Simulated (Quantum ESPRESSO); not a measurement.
pw.x input (Quantum ESPRESSO 7.5; PBEsol, PseudoDojo standard norm-conserving files, fully relativistic):

```
&CONTROL
  calculation = 'scf'
  pseudo_dir = './pseudo'
  outdir = './out'
  tprnfor = .true.
  tstress = .true.
/
&SYSTEM
  ibrav = 0
  nat = 4
  ntyp = 2
  ecutwfc = 88.0
  ecutrho = 352.0
  occupations = 'smearing'
  smearing = 'fd'
  degauss = 0.002
  nbnd = 48
  noncolin = .true.
  lspinorb = .true.
/
&ELECTRONS
  conv_thr = 4e-10
/
ATOMIC_SPECIES
Be 9.0122 Be.upf
Te 127.6000 Te.upf
CELL_PARAMETERS angstrom
  3.950849306958   0.000000000000   0.000000000000
 -1.975424653479   3.421535866350   0.000000000000
  0.000000000000   0.000000000000   6.517671213000
ATOMIC_POSITIONS crystal
Be   0.666666667000   0.333333333000   0.500659841000
Be   0.333333333667   0.666666666333   0.000659841000
Te   0.666666667000   0.333333333000   0.874340159000
Te   0.333333333667   0.666666666333   0.374340159000
K_POINTS automatic
9 9 4 0 0 0
```

End of the output:

```

[...]
     the Fermi energy is     8.9186 ev
!    total energy              =    -473.83694283 Ry
     estimated scf accuracy    <          1.7E-10 Ry
     smearing contrib. (-TS)   =      -0.00000000 Ry
     internal energy E=F+TS    =    -473.83694283 Ry
     The total energy is F=E-TS. E is the sum of the following terms:
     one-electron contribution =    -232.21516225 Ry
     hartree contribution      =     119.64986110 Ry
     xc contribution           =    -106.65174410 Ry
     ewald contribution        =    -254.61989759 Ry
     convergence has been achieved in   8 iterations
     Forces acting on atoms (cartesian axes, Ry/au):
     atom    1 type  1   force =     0.00000000    0.00000000    0.00014619
     atom    2 type  1   force =     0.00000000    0.00000000    0.00014619
     atom    3 type  2   force =     0.00000000    0.00000000   -0.00014619
     atom    4 type  2   force =     0.00000000    0.00000000   -0.00014619
     Total force =     0.000292     Total SCF correction =     0.000104
     SCF correction compared to forces is large: reduce conv_thr to get better values
     Computing stress (Cartesian axis) and pressure
          total   stress  (Ry/bohr**3)                   (kbar)     P=        0.13
  -0.00000147   0.00000000  -0.00000000           -0.22        0.00       -0.00
   0.00000000  -0.00000147  -0.00000000            0.00       -0.22       -0.00
  -0.00000000  -0.00000000   0.00000553           -0.00       -0.00        0.81
```
In a gapped system the printed Fermi energy is only some level inside the gap.

Geometry relaxed with PBEsol.
